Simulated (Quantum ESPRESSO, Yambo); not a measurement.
**Levels of theory for the gap of NaAuO$_{2}$**

NaAuO2 (space group C2/m, No. 12): one geometry, one set of norm-conserving PBEsol (Quantum ESPRESSO, 88 Ry, scalar-relativistic) orbitals, self-energies from Yambo (4×4×2 Γ-centred k mesh, bands 6 to 107 and a 8 Ry block in the screening, 107 bands in G with the Bruneval-Gonze terminator, plasmon pole fitted at 27.2 eV).

Cell and atoms were relaxed with PBEsol from Materials Project entry mp-997089, within its symmetry.

```tsv
level	gap (0.25, -0.25, 0) → (0, 0.25, -0.5) (eV)	direct gap at (0, -0.5, -0.5) (eV)	rough Yambo cost
PBEsol (Quantum ESPRESSO)	1.43	2.03	–
exchange only (Hartree-Fock self-energy on PBEsol orbitals)	11.12	12.03	about 1/10 (14 states)
static COHSEX@PBEsol	4.02	4.83	within a factor of two (4 states)
G0W0@PBEsol, plasmon pole	3.30	4.07	1 (14 states)
```

Bare exchange has no screening and gives the widest gap; static COHSEX screens it but leaves out the frequency dependence, which G0W0 restores. The mesh misses a band edge: along a dense path the PBEsol gap is 1.25 eV against 1.43 eV on the mesh.

Costs are rough ratios of core time on shared machines.

Nearest settings tried, and what they do to the gap: 46 bands in W, 46 bands in G: +78 meV; 7 Ry block (115 vectors against 143): -27 meV. Not varied: mesh. So the settings aren't converged at that level.

Spin-orbit coupling is left out, which matters for elements this heavy: edges can move by tenths of an eV.

The structure is a Materials Project entry; no match was found in the copy of COD used, and its stability was not checked.
